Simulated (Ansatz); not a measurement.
Total density of states per atom from DFT-PBEsol in the program Ansatz with PAW potentials, in 0.25 eV bins, energy from the Fermi level:

```
E (eV) | states/eV/atom
    -7.85 | # 0.18
    -7.60 | # 0.19
    -7.35 | # 0.19
    -7.10 | ## 0.20
    -6.85 | ## 0.28
    -6.60 | ####### 0.83
    -6.35 | ############ 1.51
    -6.10 | ######### 1.09
    -5.85 | ###### 0.72
    -5.60 | #################### 2.56
    -5.35 | ############### 1.87
    -5.10 | ###### 0.75
    -4.85 | #### 0.51
    -4.60 | ####### 0.91
    -4.35 | ######### 1.14
    -4.10 | ## 0.23
    -3.85 | ##### 0.62
    -3.60 | #################### 2.47
    -3.35 | ##################### 2.68
    -3.10 | ############################## 3.80
    -2.85 | ###################### 2.81
    -2.60 | ###################### 2.77
    -2.35 | ######################### 3.16
    -2.10 | ####################### 2.91
    -1.85 | ############################# 3.70
    -1.60 | ######################### 3.14
    -1.35 | #### 0.54
    -1.10 | ### 0.36
    -0.85 | ### 0.39
    -0.60 | ### 0.37
    -0.35 | ## 0.24
    -0.10 | ## 0.24
     0.15 | ## 0.27
     0.40 | ## 0.29
     0.65 | ## 0.28
     0.90 | ## 0.28
     1.15 | ## 0.28
     1.40 | ## 0.27
     1.65 | ## 0.25
     1.90 | ## 0.24
     2.15 | ## 0.23
     2.40 | ## 0.21
     2.65 | ## 0.21
     2.90 | ## 0.20
     3.15 | ## 0.19
     3.40 | ## 0.20
     3.65 | ## 0.21
     3.90 | ## 0.22
     4.15 | ## 0.22
     4.40 | ## 0.29
     4.65 | ## 0.29
```

Question: Which of these materials gives this?
A. Cu3N, Fm-3m (N on 4a, Cu on 4b, Cu on 8c)
B. Cu3Au, Cu3Au type
C. Cu2O, anti-CdI2 type
D. CuAu, L1₀ or tetragonal B2

Answer: B, Cu3Au, Cu3Au type. Within 0.5 eV of the Fermi level: Cu 4s 29 %, Cu 3d 27 %, Au 6s 12 %, Au 5d 8 %, outside the projected shells 24 %. Projections are on Löwdin-orthogonalised atomic valence shells; empty p or d shells of many metals are not among them.

Space group Pm-3m (Cu3Au type). The cell was relaxed with PBEsol under the symmetry of its start. No spin polarisation was allowed. Scalar-relativistic: spin–orbit coupling is off unless named, which matters more the heavier the elements.

Potentials: the earlier of the program's two PAW sets. The files were generated under PBE; for other functionals the program regenerates the frozen cores, and for LDA and PBEsol the local potential too.
